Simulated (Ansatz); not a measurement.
## Ansatz 0.2.0, settings compared: CrBrO

The command:

```bash
ansatz run input.yaml --threads 1 --pin off --max-ram 2560MiB --backend cpu --events-out ev --progress --plain --runs-dir out
```

Input:

```yaml
crystal:
  lattice:
    - [3.83688, 0.0, 0.0]
    - [0.0, 3.210147, 0.0]
    - [0.0, 0.0, 8.303474]
  atoms:
    - { symbol: Cr, position: [0.25, 0.25, 0.102] }
    - { symbol: Cr, position: [0.75, 0.75, 0.898] }
    - { symbol: O, position: [0.25, 0.75, 0.965] }
    - { symbol: O, position: [0.75, 0.25, 0.035] }
    - { symbol: Br, position: [0.25, 0.75, 0.32] }
    - { symbol: Br, position: [0.75, 0.25, 0.68] }
  symmetry: { tolerance: 0.0003 }
kpoints:
  mp_grid: { grid: [5, 6, 2], shift: [0, 0, 0] }
magnetization:
  spin_polarized: false
scf:
  occupations: { method: fermi_dirac }
hamiltonian:
  pseudopotentials: { kind: paw }
  xc: lda
basis:
  ecutwfc: 420
output:
  forces: true
  stress: true
  eigenvalues: true
relax:
  max_steps: 40
  cell: {}
```

Origin of the cell: a database entry, scaled a little.

The smearing width isn't typed, so it takes its default of 0.1 eV.

Output of this run (shortened):

```
Pseudopotentials: kind: paw
Pseudopotential: Cr, paw, valence charge 14, recommended cutoff 420 eV (normal), Cr.paw.azcp
Pseudopotential: O, paw, valence charge 6, recommended cutoff 420 eV (normal), O.paw.azcp
Pseudopotential: Br, paw, valence charge 7, recommended cutoff 420 eV (normal), Br.paw.azcp
Functional definition: SPW92
  exchange = slater_x
  correlation = pw_c
Crystal: 6 atoms, lattice volume = 102.273 Å³
Basis set: ecut = 420 eV, 2009 PW (Γ)
Bands: 33, of which v1, the nominal top of the filled ones, is band 27 counted from 1 (26 counted from 0)
Symmetry: 8 space group operations
Space group: Pmmn (ITA 59), of the structure as read, at distance tolerance 1.4e-3 Å
k-points: 24 of 60
[… 8 lines left out …]
Initial density: superposition of atomic densities (neutral atoms: chi_scale 0, normalization atom), corrected by the library's trained network
Functional: x = slater, c = lda
SCF iter   1: F=—  HF=-13145.077625 eV  Δρ=1.14e-2  dr2=1.10e-1
SCF iter   2: F=—  HF=-13145.064385 eV  Δρ=5.83e-3  dr2=2.19e-2
SCF iter   3: F=—  HF=-13145.059116 eV  Δρ=2.25e-3  dr2=4.02e-3
SCF iter   4: F=—  HF=-13145.058308 eV  Δρ=1.50e-3  dr2=1.43e-3
SCF iter   5: F=—  HF=-13145.058059 eV  Δρ=6.52e-4  dr2=5.34e-4
SCF iter   6: F=—  HF=-13145.057993 eV  Δρ=3.12e-4  dr2=1.37e-4
SCF iter   7: F=—  HF=-13145.057980 eV  Δρ=1.84e-4  dr2=4.76e-5
SCF iter   8: F=—  HF=-13145.057971 eV  Δρ=5.22e-5  dr2=6.53e-6
SCF iter   9: F=—  HF=-13145.057970 eV  Δρ=1.40e-5  dr2=3.59e-7
SCF iter  10: F=-13145.057970 eV  HF=-13145.057970 eV  Δρ=5.30e-6  dr2=4.74e-8
relax step   1: F+E_penalty+E_count = -13145.057970 eV  Δ(F+E_penalty+E_count) = +0.000e0 eV  max|allowed force component| = 1.174e0 eV/Å  Δτ_max = 0.0000 Å  P = -6.251 GPa  Ω = 102.273 Å³  ( […]
relax step   2: F+E_penalty+E_count = -13145.294360 eV  Δ(F+E_penalty+E_count) = -2.364e-1 eV  max|allowed force component| = 8.346e-1 eV/Å  Δτ_max = 0.0390 Å  P = -2.753 GPa  Ω = 97.882 Å³ […]
relax step   3: F+E_penalty+E_count = -13145.616105 eV  Δ(F+E_penalty+E_count) = -3.217e-1 eV  max|allowed force component| = 6.811e-1 eV/Å  Δτ_max = 0.1321 Å  P = +1.417 GPa  Ω = 92.514 Å³ […]
relax step   4: F+E_penalty+E_count = -13145.698800 eV  Δ(F+E_penalty+E_count) = -8.270e-2 eV  max|allowed force component| = 3.204e-1 eV/Å  Δτ_max = 0.1948 Å  P = +1.158 GPa  Ω = 90.030 Å³ […]
relax step   5: F+E_penalty+E_count = -13145.725427 eV  Δ(F+E_penalty+E_count) = -2.663e-2 eV  max|allowed force component| = 2.476e-1 eV/Å  Δτ_max = 0.1025 Å  P = +0.548 GPa  Ω = 88.612 Å³ […]
[… 5 lines left out …]
relax step  11: F+E_penalty+E_count = -13145.735613 eV  Δ(F+E_penalty+E_count) = +1.250e-5 eV  max|allowed force component| = 3.366e-4 eV/Å  Δτ_max = 0.0006 Å  P = -0.000 GPa  Ω = 91.518 Å³ […]
relax step  12: F+E_penalty+E_count = -13145.720719 eV  Δ(F+E_penalty+E_count) = +1.489e-2 eV  max|allowed force component| = 1.791e-4 eV/Å  Δτ_max = 0.0000 Å  P = -0.276 GPa  Ω = 91.518 Å³  stress off target by 3.46e-1 GPa […]
relax step  13: F+E_penalty+E_count = -13145.723913 eV  Δ(F+E_penalty+E_count) = -3.195e-3 eV  max|allowed force component| = 1.334e-2 eV/Å  Δτ_max = 0.0204 Å  P = +0.196 GPa  Ω = 90.499 Å³ […]
relax step  14: F+E_penalty+E_count = -13145.723843 eV  Δ(F+E_penalty+E_count) = +7.093e-5 eV  max|allowed force component| = 3.165e-3 eV/Å  Δτ_max = 0.0022 Å  P = +0.007 GPa  Ω = 90.687 Å³ […]
relax step  15: F+E_penalty+E_count = -13145.722013 eV  Δ(F+E_penalty+E_count) = +1.830e-3 eV  max|allowed force component| = 3.079e-3 eV/Å  Δτ_max = 0.0000 Å  P = -0.019 GPa  Ω = 90.687 Å³  stress off target by 2.57e-2 GPa […]
SCF 15 converged in 7 iterations: F = -13145.722013 eV  dr2 = 1.70e-11
basis re-selected at this cell: Δ(F+E_penalty+E_count) = +1.830e-3 eV, ΔP = -0.026 GPa vs the last step (what re-selecting the basis moved, of the pressure what is left beyond the Pulay corre […]
SCF converged after 7 iterations
Free energy (F): -13145.722013 eV
Harris-Foulkes:  -13145.722013 eV  (|F-HF|=7.28e-12)
Internal energy: -13145.430768 eV  (E = F + TS)
E sigma→0 (E₀):  -13145.576390 eV
Entropy (-TS):   -0.291245 eV (-48.541 meV/atom)
Fermi energy:    9.336793 eV
--- Per-component energies (eV) ---
  E_band       = -579.005896
  E_kinetic    = 1306.154689
  E_local      = -8251.067887  (includes V_loc(G=0)·N_el)
  E_nonlocal   = 412.741863
  E_hartree    = 3640.468015
  E_xc         = -944.600591
  E_vxc        = -751.667781  (∫ρ·V_xc dr)
  E_paw        = -6897.171391  (= ΣΔE_a)
  E_vpaw       = -576.108432  (= ΣTr[D̂ρ^β])
  E_aug_tail   = 0.005832  (compensation charges beyond the density's cutoff)
  E_ewald      = -2413.298413
  E_core_change = 1.337115  (= ΣΔE_core)
  E_smearing   = -0.291245  (= −TS)
  Σ components = -13145.722013   (vs F -13145.722013, Δ=0.00e0)
--- Forces (eV/Å), atoms counted from 1 ---
  atom   1  Cr    -0.000000    -0.000000    -0.001924
  atom   2  Cr     0.000000     0.000000     0.001924
  atom   3  O      0.000000     0.000000     0.001017
  atom   4  O     -0.000000    -0.000000    -0.001017
  atom   5  Br     0.000000     0.000000     0.003079
  atom   6  Br    -0.000000    -0.000000    -0.003079
  max |Σ_I F_I| component: 0.00e0 eV/Å
--- Stress (GPa, compression-positive) ---
       -0.025667       0.000000      -0.000000
        0.000000      -0.004726      -0.000000
       -0.000000      -0.000000      -0.025350
  P = ⅓ Tr σ = -0.0186 GPa (-0.186 kbar)
--- Relaxed structure (13 steps of the walk, 12 accepted, 2 SCFs on fresh bases) ---
  F+E_penalty+E_count = -13145.722013 eV   max|allowed force component| = 3.079e-3 eV/Å   (the final SCF, on the basis selected at the relaxed cell)
  cell:  # Å, volume = 90.6870 Å³
    - [3.742540, 0.0, 0.0]
    - [0.0, 3.188585, 0.0]
    - [0.0, 0.0, 7.599425]
  atoms:
    - { symbol: Cr, position: [0.25, 0.25, 0.081635] }
    - { symbol: Cr, position: [0.75, 0.75, 0.918365] }
    - { symbol: O, position: [0.25, 0.75, 0.923568] }
    - { symbol: O, position: [0.75, 0.25, 0.076432] }
    - { symbol: Br, position: [0.25, 0.75, 0.321915] }
    - { symbol: Br, position: [0.75, 0.25, 0.678085] }
```

The same input was run again with these changes:

1. `scf.algorithm` default → direct_min
2. `scf.occupations.method` fermi_dirac → cold; `scf.occupations.width` default → 0.025
3. `accuracy` default → medium; `relax.f_tol` default → 0.05; `relax.max_displacement` default → 0.5
4. `hamiltonian.hubbard` default → { sites: [{ species: Cr, l: d, u_eff: 4.0 }], double_counting: fll }; `scf.mixing.preconditioner` default → kerker

```json
{"run": "base", "end": "converged", "SCF iterations": "113", "volume (Å³/atom)": "15.11", "max force component (eV/Å)": "0.003", "moment (μB)": "–", "ΔE(σ→0) (meV/atom)": "0"}
{"run": "1", "end": "converged", "SCF iterations": "84", "volume (Å³/atom)": "15.11", "max force component (eV/Å)": "0.002", "moment (μB)": "–", "ΔE(σ→0) (meV/atom)": "-0.03"}
{"run": "2", "end": "converged", "SCF iterations": "135", "volume (Å³/atom)": "14.98", "max force component (eV/Å)": "0.009", "moment (μB)": "–", "ΔE(σ→0) (meV/atom)": "0.28"}
{"run": "3", "end": "converged", "SCF iterations": "96", "volume (Å³/atom)": "15.13", "max force component (eV/Å)": "0.006", "moment (μB)": "–", "ΔE(σ→0) (meV/atom)": "0.04"}
{"run": "4", "end": "converged", "SCF iterations": "158", "volume (Å³/atom)": "15.95", "max force component (eV/Å)": "0.002", "moment (μB)": "–", "ΔE(σ→0) (meV/atom)": "–"}
```

Energies are compared only where functional, datasets, charge and starting cell are the same.

Caveats of the base run: no spin polarisation, so a magnetic state may lie lower; the k mesh is coarse if the cell is a metal; the relaxation held the start's symmetry, so the end may be a saddle point.

The base run ran for 46 s on 1 thread of Intel(R) Xeon(R) 6975P-C (Granite Rapids) (shared host), peak memory 0.45 GiB, from the program's own first density.
